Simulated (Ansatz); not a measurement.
Computed with DFT PBE, scalar-relativistic, plane waves, PAW (Ansatz 0.2.0). Each cell gets a short relaxation within its symmetry: 420 eV, a coarse mesh through Γ, smearing of 0.15 eV, at most 16 steps to 0.08 eV/Å and 0.8 GPa. No spin polarisation. Energies are free energies per atom, good to about 0.1 eV/atom between metallic cells, end volumes are rough, and groups of ends are read at 0.1 Å.

Two trial cells of ZrAl₃B₃N, not yet relaxed:

Cell 1.

Space group R3m:H (No. 160). a = 6.790 Å, b = 6.790 Å, c = 8.310 Å, α = 90.00°, β = 90.00°, γ = 120.00°
```json
{"atom": "Zr", "site": "3a", "symmetry": "3m", "x": "0.0000", "y": "0.0000", "z": "0.0000"}
{"atom": "Al", "site": "9b", "symmetry": ".m", "x": "0.1667", "y": "0.3333", "z": "0.3333"}
{"atom": "B", "site": "9b", "symmetry": ".m", "x": "0.1667", "y": "0.3333", "z": "0.5833"}
{"atom": "N", "site": "3a", "symmetry": "3m", "x": "0.0000", "y": "0.0000", "z": "0.2500"}
```

Cell 2.

Space group Pm-3m (No. 221). a = 4.863 Å, b = 4.863 Å, c = 4.863 Å, α = 90.00°, β = 90.00°, γ = 90.00°
| atom | site | symmetry | x | y | z |
| --- | --- | --- | --- | --- | --- |
| Zr | 1a | m-3m | 0.0000 | 0.0000 | 0.0000 |
| Al | 3c | 4/mm.m | 0.0000 | 0.5000 | 0.5000 |
| B | 3d | 4/mm.m | 0.5000 | 0.0000 | 0.0000 |
| N | 1b | m-3m | 0.5000 | 0.5000 | 0.5000 |

Question: Does the order of the two change on relaxation?

Answer: As given, cell 2 is lower by 0.23 eV/atom. Relaxed, cell 1 is lower by 0.27 eV/atom, so the order turns round. Cell 1 goes from R3m at 13.8 Å³/atom to R3m at 12.9 Å³/atom and gains 0.68 eV/atom. Cell 2 goes from Pm-3m at 14.4 Å³/atom to Pm-3m at 11.8 Å³/atom and gains 0.19 eV/atom. The closest pair in cell 1 goes from Al–B, Al–N and Zr–B at 2.08 Å to B–B at 1.79 Å. The closest pair in cell 2 goes from Al–B, Al–N and Zr–B at 2.43 Å to Al–B, Al–N and Zr–B at 2.28 Å. At the end: counting B or N atoms around Al and Zr (for each partner element, those within 1.25 times its shortest distance or 1.15 times the sum of covalent radii, where it is the nearest in units of that sum or under 1.3; a plus sign parts groups by distance over the sum of covalent radii), cell 1 has Zr 4+3, Al 4 and cell 2 has Zr 6, Al 6. Cell 1 holds B–B units of three or more atoms (shortest 1.79 Å); in cell 2 the shortest B–B distance is 3.22 Å.
